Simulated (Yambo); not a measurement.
G0W0@LDA for Rb₂NaYF₆ (space group Fm-3m, No. 225) in Yambo. Reference settings: 2×2×2 Γ-centred k mesh, bands 2 to 272 and a 7 Ry block in the screening, 272 bands in G with the Bruneval-Gonze terminator, plasmon pole fitted at 27.2 eV. The LDA gap Γ → Γ on this mesh is 6.10 eV; G0W0 gaps are taken between the same points.

With and without the terminator, as bands are cut:

```csv
bands in G (in W),"gap, terminator (eV)","gap, none (eV)","valence shift, terminator (eV)","valence shift, none (eV)"
74 (74),10.692,10.652,-2.310,-2.080
107 (107),10.339,10.257,-2.277,-2.036
156 (156),10.173,10.063,-2.314,-2.078
214 (214),10.117,10.006,-2.356,-2.145
272 (272),10.097,9.992,-2.387,-2.199
```

Over this range the gap spans 0.595 eV with the terminator and 0.660 eV without, the valence shift 0.110 eV and 0.163 eV. Neither column has reached its limit for certain.

Geometry of the Materials Project entry, not relaxed at this level; primitive cell a = 6.3829 Å, b = 6.3829 Å, c = 6.3829 Å, α = 60.00°, β = 60.00°, γ = 60.00°.

A shift is the quasiparticle energy of the state minus its LDA energy.
